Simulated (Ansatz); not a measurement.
Relaxed CaO (rock salt):

```xyz
4
Lattice="0.0000 4.7948 4.7948 2.3974 0.0000 2.3974 2.3974 2.3974 0.0000" Properties=species:S:1:pos:R:3 pbc="T T T"
Ca     0.0000     0.0000     0.0000
Ca     0.0000     2.3974     2.3974
O      2.3974     2.3974     2.3974
O      2.3974     4.7948     4.7948
```

A phonon eigenvector at L = (0.5, 0.0, 0.0) is frozen into this cell: atom i moves by Q times the vector below, so Q is the largest atomic displacement, in Å. The cell is held. It is one choice among 2 degenerate patterns. (q is in reciprocal vectors of the primitive cell; the cell shown is doubled to hold the pattern.)

```json
[
 {"atom": "Ca1", "x": "-0.285", "y": "0.520", "z": "-0.805"},
 {"atom": "Ca2", "x": "0.285", "y": "-0.520", "z": "0.805"}
]
```

Atoms not listed stay in place.

These are r2SCAN (plane waves to 500 eV, PAW, scalar-relativistic; Ansatz, an electronic-structure program) values and carry that method's errors. k mesh 6×12×12 (Γ-centred), Fermi-Dirac smearing 0.05 eV. Energies are smeared free energies. CaO was relaxed with its symmetry unable to fall. ΔE is measured from the undisplaced structure.

```csv
Q (Å),ΔE (meV/cell)
-0.180,160.8
-0.120,71.0
-0.060,17.7
0.000,0.0
0.060,17.7
0.120,71.0
0.180,160.8
```

**Question.** Which DFPT wavenumber at L = (0.5, 0.0, 0.0) belongs to this mode?
A. 377 cm⁻¹
B. 313 cm⁻¹
C. 182 cm⁻¹
D. 482 cm⁻¹

**Answer.** C, 182 cm⁻¹. The curvature of the scan gives 182 cm⁻¹

(A displaced cell: forces are minus the slopes of the energy, force constants its curvatures, and phonons follow from these.)
